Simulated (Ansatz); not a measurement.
Here is the system:

AgCl:
```xyz
2
Lattice="0.0000 2.8058 2.8058 2.8058 0.0000 2.8058 2.8058 2.8058 0.0000" Properties=species:S:1:pos:R:3 pbc="T T T"
Ag     0.0000     0.0000     0.0000
Cl     2.8058     2.8058     2.8058
```

This is the PBE-relaxed structure.

Task: All from PBE (plane waves, PAW; program Ansatz), unless another level is named. Give the band gap.

Result: 0.92 eV (indirect).

Task: Predict the smallest direct gap on the standard path.

Result: 2.89 eV.

Task: And the valence-band maximum?

Result: at L.

Space group Fm-3m (rock salt). Symmetry was held in the PBE relaxation. No spin polarisation was allowed. Scalar-relativistic: spin–orbit coupling is off unless named, which matters more the heavier the elements.

Potentials: the later of the program's two PAW sets.
